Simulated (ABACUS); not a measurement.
Set-up for a self-consistent single point of Si3N4 (P6_3/m, 14 atoms in the cell; from Materials Project mp-988, changed as shown).

```
Si3N4
1.0
    7.49199     0.00000     0.00000
   -3.74600     6.48826     0.00000
    0.00000     0.00000     2.89082
Si N
6 8
Direct
  0.23108   0.82495   0.75000
  0.76892   0.17505   0.25000
  0.40613   0.23108   0.25000
  0.59387   0.76892   0.75000
  0.17505   0.40613   0.75000
  0.82495   0.59387   0.25000
  0.33333   0.66667   0.75000
  0.66667   0.33333   0.25000
  0.96919   0.66985   0.75000
  0.03081   0.33015   0.25000
  0.29934   0.96919   0.25000
  0.70066   0.03081   0.75000
  0.33015   0.29934   0.75000
  0.66985   0.70066   0.25000
```

Method: PBEsol, numerical atomic orbitals DZP (confined pseudo-atomic orbitals with Gaussian additions; energy shift 0.01 Ry), PseudoDojo 0.4 standard norm-conserving PBEsol (tails mended) pseudopotentials run with ABACUS.

ABACUS settings:

| key | value |
|---|---|
| basis | DZP numerical atomic orbitals, energy shift 0.01 Ry |
| KPT | Gamma 4 4 9 0.5 0.5 0.5 |
| basis_type | lcao |
| ecutwfc | 100 Ry |
| smearing_method | fixed |
| potentials | PseudoDojo 0.4 standard norm-conserving PBEsol (tails mended) |
| symmetry | 1 |
| symmetry_prec | 1e-05 |
| ks_solver | genelpa |
| scf_nmax | 100 |
| scf_thr | 1.0e-07 |
| mixing_type | pulay |
| mixing_beta | 0.4 |

Results:

```
Item                                                     Result
------------------------------------------------  -------------
Number of valence electrons                                  64
Number of bands                                              42
Number of k-points after the program's reduction             40
Size of the basis                                           182
Number of SCF iterations                                     12
Free energy E − TS                                -2953.3509 eV
Pressure                                              13.61 GPa
Largest force (vector length)                        0.413 eV/Å
```

Forces (eV/Å):
```
atom      Fx      Fy     Fz
----  ------  ------  -----
Si1    0.026   0.412  0.000
Si2   -0.026  -0.412  0.000
Si3   -0.344   0.229  0.000
Si4    0.344  -0.229  0.000
Si5   -0.370  -0.184  0.000
Si6    0.370   0.184  0.000
N7     0.000   0.000  0.000
N8     0.000   0.000  0.000
N9    -0.050  -0.155  0.000
N10    0.050   0.155  0.000
N11    0.109  -0.121  0.000
N12   -0.109   0.121  0.000
N13    0.160   0.034  0.000
N14   -0.160  -0.034  0.000
```

Stress (GPa, positive for compression):
```
15.30   0.00   0.00
 0.00  15.30   0.00
 0.00   0.00  10.22
```

For comparison: a first run was changed to give this one (lattice vector c scaled by 1.01), and from it to this one the free energy goes down by 8.5 meV/atom, the pressure goes from 16.64 to 13.61 GPa and the largest force goes from 0.211 to 0.413 eV/Å.

The atom-centred basis is finite, which shifts total energies, pressures and forces against plane waves. The structure comes from a collection of computed structures, made at another level of theory; the collection holds predicted forms beside known ones. Its lattice was then scaled.

Cost on one core: around 40 core-seconds (rough).

The atomic orbitals were generated for these runs; they are not ABACUS's published sets and were checked against plane waves on a few crystals only.

“Tails mended”: in these copies of the files the far tail of each local potential was reset to the Coulomb form.
